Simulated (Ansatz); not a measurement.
TiO₂:
```yaml
crystal:
  lattice:
    - [6.09422, 1.86652, 0.00000]
    - [-6.09422, 1.86652, 0.00000]
    - [-1.91877, 0.00000, 6.27363]
  atoms:
    - { symbol: Ti, position: [0.80551, 0.19449, 0.71728] }
    - { symbol: Ti, position: [0.19449, 0.80551, 0.28272] }
    - { symbol: Ti, position: [0.10061, 0.89939, 0.70962] }
    - { symbol: Ti, position: [0.89939, 0.10061, 0.29038] }
    - { symbol: O, position: [0.05832, 0.94168, 0.37048] }
    - { symbol: O, position: [0.94168, 0.05832, 0.62952] }
    - { symbol: O, position: [0.63847, 0.36153, 0.70582] }
    - { symbol: O, position: [0.36153, 0.63847, 0.29418] }
    - { symbol: O, position: [0.13302, 0.86698, 0.00369] }
    - { symbol: O, position: [0.86698, 0.13302, 0.99631] }
    - { symbol: O, position: [0.73603, 0.26397, 0.34701] }
    - { symbol: O, position: [0.26397, 0.73603, 0.65299] }
```

Relaxed with r²SCAN. Independent-particle spectrum: no excitons, no local fields, no scissors shift; 0.1 eV broadening; ε₁ of the summed bands alone.

**Question.** Tabulate the dielectric function from r²SCAN in the plane-wave PAW code Ansatz.

**Answer.** 

```csv
E (eV),ε₁ xx,ε₂ xx,ε₁ yy,ε₂ yy,ε₁ zz,ε₂ zz
0.0,5.20,0.00,5.28,0.00,5.62,0.00
0.3,5.21,0.00,5.30,0.00,5.64,0.00
0.6,5.24,0.00,5.33,0.00,5.68,0.00
0.9,5.30,0.00,5.40,0.00,5.75,0.00
1.2,5.39,0.00,5.50,0.00,5.85,0.00
1.5,5.50,0.00,5.63,0.00,5.99,0.00
1.8,5.66,0.00,5.81,0.00,6.17,0.00
2.1,5.87,0.00,6.05,0.00,6.42,0.00
2.4,6.15,0.00,6.39,0.00,6.75,0.00
2.7,6.53,0.00,6.86,0.00,7.20,0.00
3.0,7.10,0.00,7.62,0.00,7.86,0.00
3.3,8.06,0.00,9.37,0.13,8.93,0.00
3.6,10.31,0.99,10.64,2.93,11.43,0.45
3.9,11.45,4.04,10.46,7.89,13.38,4.32
4.2,8.86,8.41,7.08,7.00,13.17,9.76
4.5,6.58,8.40,5.79,7.05,7.96,10.36
4.8,4.54,7.91,4.86,6.77,4.75,14.06
5.1,2.24,6.41,4.44,7.66,-1.99,11.45
5.4,3.21,5.47,2.10,7.40,-1.49,5.58
5.7,2.44,6.86,1.77,6.55,0.30,3.59
6.0,1.12,4.78,0.95,5.51,2.27,4.47
6.3,1.84,3.41,1.33,4.54,1.73,3.96
6.6,3.47,3.76,1.47,4.43,2.55,4.56
6.9,3.88,4.79,1.80,4.73,2.51,5.56
7.2,3.12,6.27,1.14,4.75,1.44,6.00
7.5,2.29,6.25,0.91,5.25,1.29,5.07
7.8,1.98,6.13,0.43,4.51,0.91,5.84
8.1,0.01,8.93,0.41,4.80,1.09,6.00
8.4,-2.24,5.92,-0.18,4.49,-1.69,5.72
8.7,-1.57,4.24,-0.45,4.34,-1.56,4.62
9.0,-1.68,4.51,-0.93,4.08,-1.85,3.85
9.3,-2.09,3.22,-1.24,3.18,-1.85,3.38
9.6,-1.75,2.73,-1.42,2.82,-1.99,2.74
9.9,-1.63,2.35,-1.40,2.32,-1.90,2.15
10.2,-1.53,1.85,-1.20,1.68,-1.48,1.44
10.5,-1.17,1.62,-0.90,1.41,-1.07,1.30
10.8,-1.15,1.34,-0.60,1.21,-0.79,1.09
11.1,-0.93,1.06,-0.38,1.16,-0.57,1.19
11.4,-0.69,0.89,-0.31,1.02,-0.50,1.04
11.7,-0.51,0.68,-0.02,0.91,-0.40,0.91
12.0,-0.14,0.54,0.17,1.03,-0.25,0.82
```

**Question.** From ε at 4.4 eV (xx: 7.33 + 7.78i), find n, k, the normal reflectivity and the absorption coefficient.

**Answer.** n = 3.00, k = 1.296, R = 32 %, α = 2kE/ħc = 580000 cm⁻¹.

With all bands, ε∞ without local fields is 5.48 (xx), 5.58 (yy), 5.90 (zz).

Space group C2/m. The workflow started from a Materials Project entry (that database holds measured and hypothetical structures alike); the Crystallography Open Database copy checked does not list it. It is not the phase usual at ambient conditions (space group No. 61, 136, 141). Symmetry was held in the r²SCAN relaxation; its stability against distortions is not shown here. No spin polarisation was allowed.

Potentials: the later of the program's two PAW sets.
